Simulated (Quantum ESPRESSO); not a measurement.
Ta4ZrLiIn2, one composition in several site orders

Simulated, not a measurement. The program is pw.x of Quantum ESPRESSO 7.5 (plane-wave density functional theory). The cell is made up: eight metal atoms on a hexagonal close-packed lattice, with elements, volume, strain and displacements drawn at random and not relaxed, so it may be unstable or far from any real phase. PseudoDojo standard norm-conserving files set the functional (PBE unless stated); there is no spin polarisation or spin-orbit coupling, the Fermi-Dirac width of 0.25 eV means electrons at about 2900 K, and the masses in the input are unused placeholders. Heavy elements are run without spin-orbit coupling, which real alloys of them have. A spin test at this wide smearing found no moment, but such smearing suppresses magnetism that the real alloy may have.

The runs put one composition on the sites in different orders. Cell, positions, cutoff, mesh and smearing stay as in the input of run 1; sites are counted in its order. Stress in the tables is positive in tension.

Input of run 1:

```
&control calculation='scf', pseudo_dir='./dojo.nc.sr.pbe.v0_5.standard.upf', outdir='./o', disk_io='minimal', tprnfor=.true., tstress=.true. /
&system ibrav=0, nat=8, ntyp=4, nbnd=61, ecutwfc=74.01313486, nosym=.true., tot_charge=0,
 occupations='smearing', smearing='fd', degauss=0.0183746611
/
&electrons conv_thr=1.470e-08, electron_maxstep=70, mixing_beta=0.5 /
ATOMIC_SPECIES
In 1.0 In.upf
Li 1.0 Li.upf
Ta 1.0 Ta.upf
Zr 1.0 Zr.upf
CELL_PARAMETERS angstrom
3.0261 0.0 0.0
0.0 5.2414 0.0
0.0 0.0 9.6883
ATOMIC_POSITIONS angstrom
Ta 0.002 -0.0003 0.0247
Zr 0.008 -0.0131 4.8637
Li 0.0435 1.74 2.4338
Ta -0.0129 1.7599 7.2409
In 1.4758 2.5694 0.0407
Ta 1.5824 2.6362 4.8386
In 1.4947 4.3183 2.4163
Ta 1.5452 4.3869 7.2714
K_POINTS automatic
8 5 3 1 1 1
```

```
run  elements on sites 1 to 8  free energy less that of run 1 (eV)  -TS (eV)  pressure (GPa)  stress xx (GPa)  stress yy (GPa)  stress zz (GPa)  stress yz (GPa)  stress xz (GPa)  stress xy (GPa)  iterations
  1   Ta Zr Li Ta In Ta In Ta                                0.000    -1.542            3.28            -0.58            -1.13            -8.11            -0.72             0.35             0.15          17
  2   Ta Ta Li In Zr Ta In Ta                                0.200    -1.554            2.28             0.52             0.47            -7.84            -0.18            -0.07            -0.04          17
  3   Zr In Ta Ta Ta Li Ta In                                0.464    -1.582            3.88            -1.72            -1.08            -8.85             0.56            -0.42             0.02          15
  4   Ta Ta Ta Zr In Li In Ta                                0.803    -1.442            1.90             0.08            -2.40            -3.39            -0.83             0.14            -0.12          16
  5   Zr Ta Li Ta In Ta In Ta                               -0.435    -1.555            3.17            -0.66            -0.19            -8.66             0.03             0.19             0.19          17
  6   Ta In Ta Li In Ta Ta Zr                                0.137    -1.401            1.92             0.64            -2.27            -4.12             2.51             0.11            -0.03          17
```

Forces Fx Fy Fz (eV/Å):

| site | run 1 | run 2 | run 3 | run 4 | run 5 | run 6 |
| --- | --- | --- | --- | --- | --- | --- |
| 1 | -0.09 -0.08 -1.28 | -0.08 -0.08 -0.43 | -0.08 -0.16 -0.56 | -0.11 0.04 -0.38 | -0.09 -0.32 -0.88 | -0.04 -0.47 0.42 |
| 2 | 0.11 0.17 -0.73 | 0.04 0.13 -0.02 | 0.03 0.42 -0.60 | 0.04 -0.06 0.08 | 0.07 0.24 -0.29 | 0.13 0.60 -0.28 |
| 3 | -0.02 -0.05 -0.19 | -0.06 -0.16 0.38 | -0.03 0.38 0.09 | -0.14 -1.17 0.83 | -0.02 -0.06 -0.02 | -0.21 -0.40 0.34 |
| 4 | -0.05 0.06 0.59 | 0.14 -0.06 0.01 | 0.09 0.34 1.17 | 0.08 0.09 -0.39 | -0.07 0.02 0.24 | 0.09 -0.13 0.23 |
| 5 | 0.13 -0.03 0.00 | 0.11 -0.09 -0.49 | 0.10 0.22 -0.54 | 0.20 0.33 -0.38 | 0.16 0.21 -0.01 | 0.16 0.19 -0.89 |
| 6 | -0.03 -0.22 0.55 | -0.18 -0.07 0.25 | -0.07 -0.08 0.01 | -0.13 0.10 -0.31 | 0.02 -0.48 0.38 | -0.07 -0.06 -0.54 |
| 7 | 0.08 0.28 -0.09 | 0.08 0.34 0.42 | 0.11 -0.42 0.68 | 0.17 0.20 0.89 | 0.08 0.31 0.73 | 0.06 0.27 0.28 |
| 8 | -0.14 -0.14 1.16 | -0.04 0.00 -0.11 | -0.14 -0.70 -0.26 | -0.13 0.46 -0.33 | -0.14 0.07 -0.16 | -0.12 0.01 0.42 |

The sites are displaced and not relaxed, so the energy differences mix bonding between neighbours with strain and are not ordering energies. A rerun of one cell of this series at a higher cutoff and on a denser mesh moved values by no more than 0.003 eV in energy, 0.05 GPa in stress and 0.007 eV/Å in force, and a second program with other atomic files agreed on that cell to 2 % rms in force and 0.5 GPa in pressure.